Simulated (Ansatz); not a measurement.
A plane-wave DFT run in Ansatz 0.2.0 (scalar-relativistic PAW potentials unless the input names others): input and command.

```yaml
crystal:
  lattice:
    - [3.7382164777, 0.0, 0.0]
    - [-1.8691082389, 3.2373904346, 0.0]
    - [0.0, 0.0, 6.1430271494]
  atoms:
    - { symbol: Zn, position: [0.3333333333, 0.6666666667, 0.0055916828] }
    - { symbol: Zn, position: [0.6666666667, 0.3333333333, 0.5055916828] }
    - { symbol: S, position: [0.3333333333, 0.6666666667, 0.3794083172] }
    - { symbol: S, position: [0.6666666667, 0.3333333333, 0.8794083172] }
basis:
  ecutwfc: "450 eV"
kpoints:
  mp_grid: { grid: [12, 12, 6] }
hamiltonian:
  xc: lda
scf:
  occupations: { method: gaussian, width: 0.02 }
  initial_density: { chi_scale: 0.3 }
output:
  forces: true
  eigenvalues: true
  stress: true
```

```bash
ansatz run input.yaml --threads 1 --pin off --max-ram 3072MiB --backend cpu --events-out ev --progress --plain --runs-dir out
```

Abridged log:
```
Basis set: ecut = 450 eV, 1641 PW (Γ)
Bands: 22, of which v1, the nominal top of the filled ones, is band 18 counted from 1 (17 counted from 0)
Symmetry: 12 space group operations
k-points: 76 of 864 (time reversal used)
SCF iter   1: F=—  HF=-8238.106393 eV  |F-HF|=—  |Δ(HF+E_count)|=         —  Δρ=1.08e-1  dr2=8.00e0  ethr=3.10e-3  ⟨swp⟩=5.8  Hψ=7786  notcnv=0
SCF iter   2: F=—  HF=-8235.425399 eV  |F-HF|=—  |Δ(HF+E_count)|=    2.68e0  Δρ=2.21e-2  dr2=4.38e-1  ethr=3.10e-3  ⟨swp⟩=3.9  Hψ=4973  notcnv=0
SCF iter   3: F=—  HF=-8234.946421 eV  |F-HF|=—  |Δ(HF+E_count)|=   4.79e-1  Δρ=1.79e-2  dr2=2.98e-1  ethr=1.22e-3  ⟨swp⟩=2.0  Hψ=3248  notcnv=0
SCF iter   4: F=—  HF=-8234.852561 eV  |F-HF|=—  |Δ(HF+E_count)|=   9.39e-2  Δρ=7.60e-3  dr2=2.07e-2  ethr=8.27e-4  ⟨swp⟩=2.0  Hψ=3242  notcnv=0
SCF iter   5: F=—  HF=-8234.869049 eV  |F-HF|=—  |Δ(HF+E_count)|=   1.65e-2  Δρ=1.66e-3  dr2=2.48e-3  ethr=5.75e-5  ⟨swp⟩=2.0  Hψ=3800  notcnv=0
SCF iter   6: F=—  HF=-8234.868063 eV  |F-HF|=—  |Δ(HF+E_count)|=   9.86e-4  Δρ=6.71e-4  dr2=2.77e-4  ethr=6.88e-6  ⟨swp⟩=2.0  Hψ=3152  notcnv=0
SCF iter   7: F=—  HF=-8234.868095 eV  |F-HF|=—  |Δ(HF+E_count)|=   3.15e-5  Δρ=1.63e-4  dr2=1.20e-5  ethr=7.70e-7  ⟨swp⟩=2.1  Hψ=2902  notcnv=0
SCF iter   8: F=—  HF=-8234.868093 eV  |F-HF|=—  |Δ(HF+E_count)|=   1.55e-6  Δρ=1.38e-5  dr2=1.54e-7  ethr=3.35e-8  ⟨swp⟩=2.8  Hψ=3334  notcnv=0
SCF iter   9: F=-8234.868094 eV  HF=-8234.868094 eV  |F-HF|=8.73e-10  |Δ(HF+E_count)|=   1.00e-7  Δρ=2.29e-6  dr2=3.55e-9  ethr=2.78e-10  ⟨swp⟩=4.6  Hψ=6799  notcnv=0
SCF 1 converged in 9 iterations: F = -8234.868094 eV  dr2 = 3.55e-9
SCF converged after 9 iterations
Free energy (F): -8234.868094 eV
Harris-Foulkes:  -8234.868094 eV  (|F-HF|=8.73e-10)
Internal energy: -8234.868094 eV  (E = F + TS)
E sigma→0 (E₀):  -8234.868094 eV
Fermi energy:    7.427021 eV
--- Forces (eV/Å), atoms counted from 1 ---
  atom   1  Zn     0.00000000     0.00000000    -0.00018133
  atom   2  Zn     0.00000000     0.00000000    -0.00018133
  atom   3  S      0.00000000     0.00000000     0.00017550
  atom   4  S      0.00000000     0.00000000     0.00017550
--- Stress (GPa, compression-positive) ---
       -0.013692       0.000000       0.000000
        0.000000      -0.013692       0.000000
        0.000000       0.000000      -0.013002
  P = ⅓ Tr σ = -0.0135 GPa (-0.135 kbar)
```

Apart from outputs, empty bands and the relaxation, which only the reference makes, the input differs from a reference run on usual settings in scf.initial_density.chi_scale: not typed → 0.3; basis.ecutwfc: 420 → "450 eV". The reference, at the same geometry, ended its own course with pressure 0.00 GPa, largest force 0.000 eV/Å, gap on the mesh 2.19 eV. This run converged in 9 SCF iterations with an energy at zero smearing 0.52 meV/atom below the reference's, pressure -0.01 GPa, largest force 0.000 eV/Å, gap on the mesh 2.19 eV.

The run took 34 s on 1 thread of Intel(R) Xeon(R) Processor @ 2.50GHz (Skylake/Cascade Lake), with other jobs on the host, peak memory 0.38 GiB.